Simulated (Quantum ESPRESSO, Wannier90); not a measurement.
## Wannierisation of CsCl (rock salt)

Structure: Materials Project mp-573697, symmetrised, not relaxed again. COD (Crystallography Open Database) has the formula in 2 space groups, this one among them (matched by group alone). Level: PBEsol, no spin polarisation, no spin-orbit coupling; pw.x of Quantum ESPRESSO at 47 Ry with PseudoDojo potentials, 8×8×8 k-points, Wannier90. Density: 8×8×8 mesh, cold smearing 0.01 Ry. Spin-orbit coupling is left out although heavy elements are present.

On the energy scale of pw.x, whose zero is arbitrary, the valence-band maximum lies at 1.07 eV.

Input w.win:

```
num_bands = 1
num_wann = 1
exclude_bands = 2-15
num_iter = 800
conv_tol = 1.0e-6
conv_window = 4
write_hr = true
write_u_matrices = true
auto_projections = true
begin unit_cell_cart
ang
    0.0000000000    3.5065500000    3.5065500000
    3.5065500000    0.0000000000    3.5065500000
    3.5065500000    3.5065500000    0.0000000000
end unit_cell_cart
begin atoms_frac
Cs   0.0000000000  0.0000000000  0.0000000000
Cl   0.5000000000  0.5000000000  0.5000000000
end atoms_frac
mp_grid = 8 8 8
begin kpoints
0.0000000000 0.0000000000 0.0000000000
0.0000000000 0.0000000000 0.1250000000
0.0000000000 0.0000000000 0.2500000000
... (509 more lines: the 8x8x8 mesh through Gamma)
end kpoints
```

Input of pw2wannier90.x that gives the overlap and projection files (equivalent; here they were cut from one run over all bands):

```
&inputpp
  outdir = './out'
  prefix = 'pwscf'
  seedname = 'w'
  write_amn = .true.
  write_mmn = .true.
  atom_proj = .true.
  atom_proj_exclude = 2 3 4 5 6 7 8 9
/
```

Output w.wout (banner and timings cut):

```
                                    ------
                                    SYSTEM
                                    ------

                              Lattice Vectors (Ang)
                    a_1     0.000000   3.506550   3.506550
                    a_2     3.506550   0.000000   3.506550
                    a_3     3.506550   3.506550   0.000000

                   Unit Cell Volume:      86.23233  (Ang^3)

                        Reciprocal-Space Vectors (Ang^-1)
                    b_1    -0.895921   0.895921   0.895921
                    b_2     0.895921  -0.895921   0.895921
                    b_3     0.895921   0.895921  -0.895921

 *----------------------------------------------------------------------------*
 |   Site       Fractional Coordinate          Cartesian Coordinate (Ang)     |
 +----------------------------------------------------------------------------+
 | cs   1   0.00000   0.00000   0.00000   |    0.00000   0.00000   0.00000    |
 | cl   1   0.50000   0.50000   0.50000   |    3.50655   3.50655   3.50655    |
 *----------------------------------------------------------------------------*
                                ------------
                                K-POINT GRID
                                ------------

             Grid size =  8 x  8 x  8      Total points =  512

 *---------------------------------- MAIN ------------------------------------*
 |  Number of Wannier Functions               :                 1             |
 |  Number of Objective Wannier Functions     :                 1             |
 |  Number of input Bloch states              :                 1             |
 |  Output verbosity (1=low, 5=high)          :                 1             |
 |  Timing Level (1=low, 5=high)              :                 1             |
 |  Optimisation (0=memory, 3=speed)          :                 3             |
 |  Length Unit                               :               Ang             |
 |  Post-processing setup (write *.nnkp)      :                 F             |
 |  Using Gamma-only branch of algorithms     :                 F             |
 *----------------------------------------------------------------------------*
 *------------------------------- WANNIERISE ---------------------------------*
 |  Total number of iterations                :               800             |
 |  Number of CG steps before reset           :                 5             |
 |  Trial step length for line search         :             2.000             |
 |  Convergence tolerence                     :         0.100E-05             |
 |  Convergence window                        :                 4             |
 |  Iterations between writing output         :                 1             |
 |  Iterations between backing up to disk     :               100             |
 |  Write r^2_nm to file                      :                 F             |
 |  Write xyz WF centres to file              :                 F             |
 |  Write on-site energies <0n|H|0n> to file  :                 F             |
 |  Use guiding centre to control phases      :                 F             |
 |  Use phases for initial projections        :                 F             |
 *----------------------------------------------------------------------------*
 *-------------------------------- PLOTTING ----------------------------------*
 |  Plotting Hamiltonian in WF basis          :                 T             |
 *----------------------------------------------------------------------------*

 *---------------------------------- K-MESH ----------------------------------*
 +----------------------------------------------------------------------------+
 |                    Distance to Nearest-Neighbour Shells                    |
 |                    ------------------------------------                    |
 |          Shell             Distance (Ang^-1)          Multiplicity         |
 |          -----             -----------------          ------------         |
 |             1                   0.193973                      8            |
 |             2                   0.223980                      6            |
 |             3                   0.316756                     12            |
 |             4                   0.371429                     24            |
 |             5                   0.387945                      8            |
 |             6                   0.447961                      6            |
 |             7                   0.488154                     24            |
 |             8                   0.500835                     24            |
       ... (lines left out)
 +----------------------------------------------------------------------------+
 | The b-vectors are chosen automatically                                     |
 | The following shells are used:                       1                     |
 +----------------------------------------------------------------------------+
 |                        Shell   # Nearest-Neighbours                        |
 |                        -----   --------------------                        |
 |                          1               8                                 |
 +----------------------------------------------------------------------------+
 | Completeness relation is fully satisfied [Eq. (B1), PRB 56, 12847 (1997)]  |
 +----------------------------------------------------------------------------+
 |                  b_k Vectors (Ang^-1) and Weights (Ang^2)                  |
 |                  ----------------------------------------                  |
 |            No.         b_k(x)      b_k(y)      b_k(z)        w_b           |
 |            ---        --------------------------------     --------        |
 |             1         0.111990    0.111990   -0.111990     9.966675        |
 |             2         0.111990   -0.111990    0.111990     9.966675        |
 |             3        -0.111990    0.111990    0.111990     9.966675        |
 |             4         0.111990    0.111990    0.111990     9.966675        |
 |             5        -0.111990   -0.111990    0.111990     9.966675        |
 |             6        -0.111990    0.111990   -0.111990     9.966675        |
 |             7         0.111990   -0.111990   -0.111990     9.966675        |
 |             8        -0.111990   -0.111990   -0.111990     9.966675        |
 +----------------------------------------------------------------------------+
 |                           b_k Directions (Ang^-1)                          |
 |                           -----------------------                          |
 |            No.           x           y           z                         |
 |            ---        --------------------------------                     |
 |             1         0.111990    0.111990   -0.111990                     |
 |             2         0.111990   -0.111990    0.111990                     |
 |             3        -0.111990    0.111990    0.111990                     |
 |             4         0.111990    0.111990    0.111990                     |
 +----------------------------------------------------------------------------+

 Starting a new Wannier90 calculation ...

 Reading overlaps from w.mmn

 Reading projections from w.amn

 *------------------------------- WANNIERISE ---------------------------------*
 +--------------------------------------------------------------------+<-- CONV
 | Iter  Delta Spread     RMS Gradient      Spread (Ang^2)            |<-- CONV
 +--------------------------------------------------------------------+<-- CONV

 ------------------------------------------------------------------------------
 Initial State
  WF centre and spread    1  (  0.000000, -0.000000, -0.000000 )     0.96173103
  Sum of centres and spreads (  0.000000, -0.000000, -0.000000 )     0.96173103

      0     0.962E+00     0.0000000000        0.9617310287  <-- CONV
        O_D=      0.0000000 O_OD=      0.0000000 O_TOT=      0.9617310 <-- SPRD
 ------------------------------------------------------------------------------
      1     0.000E+00     0.0000000003        0.9617310287  <-- CONV
        O_D=      0.0000000 O_OD=      0.0000000 O_TOT=      0.9617310 <-- SPRD
      2     0.000E+00     0.0000000003        0.9617310287  <-- CONV
        O_D=      0.0000000 O_OD=      0.0000000 O_TOT=      0.9617310 <-- SPRD
      3     0.000E+00     0.0000000003        0.9617310287  <-- CONV
        O_D=      0.0000000 O_OD=      0.0000000 O_TOT=      0.9617310 <-- SPRD
      4     0.000E+00     0.0000000003        0.9617310287  <-- CONV
        O_D=      0.0000000 O_OD=      0.0000000 O_TOT=      0.9617310 <-- SPRD
             <<<     Delta < 1.000E-06  over  4 iterations     >>>
             <<< Wannierisation convergence criteria satisfied >>>
 Final State
  WF centre and spread    1  (  0.000000, -0.000000, -0.000000 )     0.96173103
  Sum of centres and spreads (  0.000000, -0.000000, -0.000000 )     0.96173103

         Spreads (Ang^2)       Omega I      =     0.961731029
        ================       Omega D      =     0.000000000
                               Omega OD     =     0.000000000
    Final Spread (Ang^2)       Omega Total  =     0.961731029
```
